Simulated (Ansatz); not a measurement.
**57Fe Mössbauer parameters in Ba8Fe3N8**

Cell: a computed structure from the Materials Project (it need not be an observed phase), taken as it stands.

Space group C2/m (No. 12); a = 19.7614, b = 5.7102, c = 7.9117 Å, β = 106.07°.

| site | Wyckoff | site symmetry | x | y | z |
| --- | --- | --- | --- | --- | --- |
| Ba1 | 4i | m | 0.0281 | 0.0000 | 0.2687 |
| Ba3 | 4i | m | 0.3322 | 0.0000 | 0.5284 |
| Ba5 | 4i | m | 0.3980 | 0.0000 | 0.0516 |
| Ba7 | 4i | m | 0.7969 | 0.0000 | 0.1948 |
| Fe9 | 2d | 2/m | 0.5000 | 0.0000 | 0.5000 |
| Fe10 | 4i | m | 0.1855 | 0.0000 | 0.2003 |
| N12 | 4i | m | 0.1091 | 0.0000 | 0.0208 |
| N14 | 4i | m | 0.1787 | 0.0000 | 0.4133 |
| N16 | 4i | m | 0.2699 | 0.0000 | 0.1652 |
| N18 | 4i | m | 0.5212 | 0.0000 | 0.3025 |

One atom of each set is listed; the run and its k-mesh use a cell of 19 atoms with edges of 10.28, 10.28, 7.91 Å.

The numbers come from a DFT calculation in Ansatz (r2SCAN, plane waves and PAW, scalar-relativistic, collinear spin, 500 eV cutoff, Γ-centred 6×6×5 k-points, Fermi–Dirac smearing 0.05 eV). Start moments as typed (μB): 3 on each Fe, none on the rest.

Isomer shifts (against α-Fe) follow from the electron density at the nucleus, δ = α(ρ − ρ₀), with α = -0.330 mm s⁻¹ a₀³ and ρ₀ = 14889.24 a₀⁻³ from a line fitted to 9 measured compounds at this level of theory (rms miss 0.08 mm/s). ΔE_Q = ½eQV_zz(1 + η²/3)^½ with Q = 0.160 b for the 14.4 keV state. B_c is the Fermi-contact field along the atom's own moment; orbital and dipolar fields are not included.

Task: What would the 57Fe spectrum's parameters be?

Result: 

```
site  atoms                first shell  ρ − ρ₀ (a₀⁻³)  δ (mm/s)  ΔE_Q (mm/s)     η  |m| (μB)  B_c (T)
 Fe9      1  2 N at 1.73 Å, angle 180°           1.16     -0.38        -3.80  0.08      2.25      0.2
Fe10      2         3 N at 1.73–1.76 Å           2.02     -0.66        -0.34  0.16      1.70     -5.7
```



The largest force is 1.9 eV/Å, so the atoms aren't at the calculated equilibrium and relaxing them would move these values. The program didn't check the stability of this electronic state in full, so a lower one may lie near. With no gap above 0.1 eV, as in a metal, the gradients converge slowly in k; expect changes of a tenth or more on a denser mesh. Semilocal functionals can leave a metal where correlation in the d or f shell opens a gap in the real compound, and that would change the values at and beside Fe. With these PAW files V_zz is typically within 2 to 3 % of all-electron values, but misses above 10 % occur on Fe. All moments are parallel here, as the start or the cell imposes; many such compounds order antiparallel, where fields and spin densities carried over to other atoms largely cancel. The magnetic order is the one that the run reached from its start moments, not necessarily the measured one. Shifts outside the range of the fitted compounds (-0.1 to 1.5 mm/s for Fe) are extrapolations. Semilocal functionals underestimate the core's spin polarisation, so contact fields of ionic iron come out too small in magnitude. On Fe9 and Fe10 B_c is a small difference of large parts, and can be wrong severalfold and even in sign.
